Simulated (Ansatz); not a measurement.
SrZrO3, first-principles data

SrZrO$_{3}$:
```
CELL_PARAMETERS angstrom
      4.07339     0.00000     0.00000
      0.00000     4.07339     0.00000
      0.00000     0.00000     4.16333
ATOMIC_POSITIONS crystal
  Sr 0.50000 0.50000 0.55627
  Zr 0.00000 0.00000 0.00555
  O  0.00000 0.00000 0.48342
  O  0.50000 0.00000 0.94939
  O  0.00000 0.50000 0.94939
```

Space group P4mm (No. 99); conventional cell a = 4.0734 Å, b = 4.0734 Å, c = 4.1633 Å, α = 90.00°, β = 90.00°, γ = 90.00°.

Method: the program Ansatz at the LDA level (PAW). Structure relaxed to zero pressure with the same functional. Other levels are named where they apply.

Cell and energy:

| Property | Result |
|---|---|
| Volume per atom | 13.82 Å³ |
| Density | 5.45 g/cm³ |
| Formation energy from the elements (no fitted shifts) | -3.42 eV/atom |

Electronic structure:

| Item | Value |
|---|---|
| Band gap | 3.37 eV (indirect) |
| Valence-band maximum | at R |
| Conduction-band minimum | at Γ |
| Smallest direct gap on the standard path | 3.62 eV |
| Electron effective mass | 0.41, 0.41, 2.7 mₑ (principal values) |

Mechanics:

| Item | Result |
|---|---|
| Bulk modulus (Birch–Murnaghan fit) | 149 GPa |
| Pressure derivative B′ | 5.8 |
| Elastic constants (relaxed ions, GPa) | C11 = 294, C12 = 90.3, C13 = 102, C33 = 233, C44 = 50.2, C66 = 77.3 |
| Mechanical stability | stable (all eigenvalues of C positive) |
| Hill bulk and shear moduli | 156 and 68.1 GPa |
| Young's modulus | 178 GPa |
| Poisson's ratio | 0.31 |
| Debye temperature from the elastic constants | 490 K |
| Piezoelectric stress constants (proper, relaxed ions, C/m²) | e15 = e24 = 3.80, e31 = e32 = -0.51, e33 = 4.08 |

Dielectric response:

| Item | Value |
|---|---|
| Electronic dielectric constant ε∞ (DFPT) | 4.57 (xx = yy), 4.46 (zz) |
| Static dielectric constant ε0 (ions relaxed, cell fixed) | 79.2 (xx = yy), 25.0 (zz) |
| Born charges (a third of the trace) | Sr +2.53, Zr +5.73, O -2.79 to -2.68 e |
| Largest static χ(2) component | 5.6 pm/V |

Phonons:

| Item | Value |
|---|---|
| Highest zone-centre frequency (without LO–TO term) | 587 cm^-1 |
| Zone-centre stability | no imaginary mode at Γ |
| Dynamical stability on the path | unstable, down to 149i cm⁻¹ |

The workflow started from a Materials Project entry (that database holds measured and hypothetical structures alike); the Crystallography Open Database copy checked does not list it. COD files the formula under space group No. 62, 63, 221. Whether it is the stable phase at ambient conditions was not checked. Symmetry was held in the LDA relaxation. No spin polarisation was allowed. Signs of piezoelectric constants follow the polarity of the cell as given. The references are the lowest solids computed at this level, not always the standard phases (solids in place of the gases). Spin–orbit coupling is left out wherever it is not named.

Potentials: the later of the program's two PAW sets.
